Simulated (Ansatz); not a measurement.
Clean, relaxed (110) surface of MoS₂, space group R-3m (No. 166) (top face towards +c; atoms held fixed, by place in the list: 1, 2, 3, 4, 5, 6):

```
CELL_PARAMETERS angstrom
5.40470 0.00000 0.00000
1.80157 6.08603 0.00000
0.00000 0.00000 23.24081
ATOMIC_POSITIONS crystal
Mo 0.50000 0.00000 0.36574
S 0.74564 0.26307 0.36574
S 0.25436 0.73693 0.36574
Mo 0.00000 0.00000 0.43287
S 0.24564 0.26307 0.43287
S 0.75436 0.73693 0.43287
Mo 0.50000 0.00000 0.49922
S 0.74435 0.26554 0.49995
S 0.25565 0.73446 0.49995
Mo 0.00000 0.00000 0.55921
S 0.23145 0.27002 0.56738
S 0.76855 0.72998 0.56738
Mo 0.50000 0.00000 0.61944
S 0.76517 0.17174 0.65468
S 0.23483 0.82826 0.65468
```

The calculation used DFT PBEsol, scalar-relativistic, plane waves, PAW (Ansatz 0.2.0). Plane waves to 420 eV, a k mesh through Γ of 6×5×1 on the computed 15-atom cell and Gaussian smearing (0.10 eV); no spin polarisation. The cell repeats along c with a dipole correction in the vacuum.

Si (atom) is adsorbed on the top face, one adsorbate per 32.9 Å², and relaxed from 2 starting sites (fractions of a and b). The adsorption energy is E(slab + adsorbate) − E(slab) − E(free adsorbate, spin-polarised where open-shell). Heights count from the highest slab atom after relaxation. Δφ is the top face's. Δp counts per cell along +c. Bonded neighbours lie within 1.25 times the sum of covalent radii (1.35 for H) and, on that scale, within 12 % of the closest. With the adsorbate the cell is lengthened along c to keep the vacuum.

| start | ends at | E_ads (eV) | height (Å) | shortest contact | Δφ (eV) | Δp (e·Å) |
| --- | --- | --- | --- | --- | --- | --- |
| top (S) at (0.77, 0.17) | (0.85, 0.00), 3 bonded neighbours (Mo and S), largest slab move 0.8 Å | -4.96 | 0.91 | Si–S 2.17 Å | -0.51 | +0.087 |
| hollow (Mo-S-S) at (0.17, 0.33) | (0.02, 0.44), 4 bonded neighbours (Mo and S), largest slab move 0.8 Å | -3.94 | -0.36 | Si–S 2.24 Å | -0.20 | +0.039 |

Among the sites tried, the lowest end comes from the top (S) at (0.77, 0.17) start; other sites may lie lower.

Each end is the local minimum or symmetric point that its start leads to. The slab is only 6.2 Å thick, so the energies aren't converged with thickness.

The reference crystal is a form of MoS2, which isn't its usual structure.